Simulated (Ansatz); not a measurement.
The relaxed structure here is a generated cell of Te3As2: the first start was made by placing the elements on the sites of a structure type, and the end was not matched to a known phase here, so it may be hypothetical.

A relaxed structure of Te3As2. These are r2SCAN (plane waves to 500 eV, PAW, scalar-relativistic; Ansatz, an electronic-structure program) values and carry that method's errors.

```xyz
20
Lattice="13.0741 0.0000 0.0000 0.0000 4.0232 0.0000 0.0000 0.0000 12.1591" Properties=species:S:1:pos:R:3 pbc="T T T"
As    12.3637     1.0058     2.1381
As     5.8266     1.0058     3.9414
As     0.7104     3.0174    10.0210
As     7.2475     3.0174     8.2177
As     8.1759     1.0058    11.7087
As     1.6388     1.0058     6.5300
As     4.8982     3.0174     0.4504
As    11.4353     3.0174     5.6291
Te     3.8363     1.0058     2.2077
Te    10.3734     1.0058     3.8718
Te     9.2378     3.0174     9.9514
Te     2.7007     3.0174     8.2873
Te     5.8223     1.0058    10.5855
Te    12.3594     1.0058     7.6532
Te     7.2518     3.0174     1.5736
Te     0.7148     3.0174     4.5059
Te     8.2559     1.0058     6.7200
Te     1.7189     1.0058    11.5187
Te     4.8182     3.0174     5.4391
Te    11.3553     3.0174     0.6404
```

Q: Find the space group and the Wyckoff positions (tolerance 0.01 Å).

A: Space group Pnma (No. 62); a = 13.0741 Å, b = 4.0232 Å, c = 12.1591 Å, α = β = γ = 90.00°

```
atom  site  symmetry       x       y       z
----  ----  --------  ------  ------  ------
As      4c       .m.  0.4457  0.2500  0.3242
As      4c       .m.  0.1253  0.2500  0.5370
Te      4c       .m.  0.2934  0.2500  0.1816
Te      4c       .m.  0.0547  0.7500  0.3706
Te      4c       .m.  0.1315  0.2500  0.9473
```

This is the AFLOW prototype A3B2_oP20_62_3c_2c (D5_8, as in Sb2S3).

Q: Give the shortest distances between elements (the closest pairs, up to four, under 3.6 Å).

A: As–Te 2.61 Å; Te–Te 3.55 Å.

| Item | Result |
|---|---|
| Volume per atom | 31.98 Å³ |
| Band gap | 0.51 eV, indirect (valence top at k = (0, 0, 0.3333), conduction bottom at U) (no spin-orbit coupling) |
| Smallest direct gap | 0.55 eV at k = (0, 0, 0.3333) |

No spin polarisation in the result. Spin-orbit coupling is missing; with elements this heavy it can move band edges by tenths of an eV or more.

The run could not lose the symmetry of its start, so the end can be a saddle point.
